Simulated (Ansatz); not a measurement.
GaNi:
```yaml
crystal:
  lattice:
    - [2.87851, 0.00000, 0.00000]
    - [0.00000, 2.87851, 0.00000]
    - [0.00000, 0.00000, 2.87851]
  atoms:
    - { symbol: Ga, position: [0.50000, 0.50000, 0.50000] }
    - { symbol: Ni, position: [0.00000, 0.00000, 0.00000] }
```

Relaxed with r²SCAN.

### Question
Map the electron localisation function on the plane through (0.500, 0.500, 0.500) spanned by u = [1, 0, 0] and v = [0, 1, 1] in lattice vectors, from the program Ansatz at the r²SCAN level (PAW).

### Answer
x is the fraction of u, y of v (the angle between them is 90°; rows are the nearest grid lines); atoms in the plane: Ga at (0.00, 0.00), Ni at (0.50, 0.50).
```
|@ ..:--===--:.. @|
|. ..:--===--:.. .|
|...:---===---:...|
|:::---=====---:::|
|-----------------|
|------:::::------|
|==--:::::::::--==|
|=--::::---::::--=|
|--:::-=*#*=-:::--|
|--:::=#@@@#=:::--|
|-::::=%@@@%=::::-|
|--:::=#@@@#=:::--|
|--:::-=*#*=-:::--|
|=--::::---::::--=|
|==--:::::::::--==|
|------:::::------|
|-----------------|
|:::---=====---:::|
|...:---===---:...|
|. ..:--===--:.. .|
|@ ..:--===--:.. @|
```
Scale: ten equal steps from -0.094 (start of ' ') to 0.994 (end of '@'), in the order ' .:-=+*#%@'; x runs from 0.000 to 1.00, y from 0.000 (bottom) to 1.00 (top).

The density is the valence pseudo-density with augmentation charge, so density and ELF within about 1 Å of a nucleus are not all-electron values.

Space group Pm-3m (CsCl type). A made-up cell: these elements were put on the sites of a structure type; the Crystallography Open Database files this formula in space group No. 221, but the cells were not matched. Whether it is the stable phase at ambient conditions was not checked. Symmetry was held in the r²SCAN relaxation; its stability against distortions is not shown here. The workflow began spin-polarised and lost its moments.

Potentials: the earlier of the program's two PAW sets.
